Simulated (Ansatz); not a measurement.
BeS:
```cif
data_Be2S2
_chemical_formula_sum 'Be2 S2'
_space_group_name_H-M_alt 'P 1'
_space_group_IT_number 1
_cell_length_a 3.41176
_cell_length_b 3.41176
_cell_length_c 5.62487
_cell_angle_alpha 90.000
_cell_angle_beta 90.000
_cell_angle_gamma 120.000
loop_
_space_group_symop_operation_xyz
  'x, y, z'
loop_
_atom_site_label
_atom_site_type_symbol
_atom_site_fract_x
_atom_site_fract_y
_atom_site_fract_z
_atom_site_occupancy
Be1 Be 0.33333 0.66667 0.99946 1
S1 S 0.66667 0.33333 0.12554 1
Be2 Be 0.66667 0.33333 0.49946 1
S2 S 0.33333 0.66667 0.62554 1
```

Relaxed with PBEsol. 

### Question
HSE06 on this cell (Ansatz, a program for electronic structure, PAW) gives a gap of 4.58 eV. What does PBEsol give?

### Answer
3.44 eV.

Cost on shared cores: the PBEsol run (SCF on a 9×9×5 mesh, then bands and DOS) about 22 core-seconds (a rough figure), the HSE06 run (SCF on 7×7×4, then a few points) about 2.1 core-minutes (a rough figure); the tasks are unlike.

Space group P6_3mc (wurtzite). The start of the workflow was typed in or built on a structure type; neither database checked (COD, Materials Project) lists it. COD files the formula under space group No. 216, so this cell is another polymorph or a model. Whether it is the stable phase at ambient conditions was not checked. Symmetry was held in the PBEsol relaxation; phonons on a q-mesh show no instability.

Potentials: the later of the program's two PAW sets.

Ansatz is a plane-wave DFT program.
